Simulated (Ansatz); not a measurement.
Nb:
Space group P6₃/mmc (No. 194); a = 2.8076 Å, b = 2.8076 Å, c = 5.1663 Å, α = 90.00°, β = 90.00°, γ = 120.00°

```json
[
 {"atom": "Nb", "site": "2c", "symmetry": "-6m2", "x": "0.3333", "y": "0.6667", "z": "0.2500"}
]
```

Relaxed at zero pressure with LDA in the plane-wave PAW code Ansatz.

Task: The volume is lowered by 6 % and shape and atoms relax at that volume. What pressure results, and how do the axes share the change?

Result: 12.6 GPa; a -1.9 %, b -1.9 %, c -2.4 %; the energy rises by 40 meV/atom.

Task: Give the new structure.

Result: 
Space group P6₃/mmc (No. 194); a = b = 2.7551 Å, c = 5.0433 Å, α = β = 90.00°, γ = 120.00°

| atom | site | symmetry | x | y | z |
|---|---|---|---|---|---|
| Nb | 2c | -6m2 | 0.3333 | 0.6667 | 0.2500 |

The phase is kept; no other phase was compared at this pressure.

Space group P6_3/mmc (hcp (Mg type)). The workflow started from a Materials Project entry (that database holds measured and hypothetical structures alike); the Crystallography Open Database copy checked does not list it. It is not the phase usual at ambient conditions (space group No. 229). Symmetry was held in the LDA relaxation. At this level the phase is dynamically unstable (imaginary phonons). The run is not spin-polarised. Axis ratios of metals converge slowly with the k-mesh, so a and c are less sure than the volume.

Potentials: the later of the program's two PAW sets.
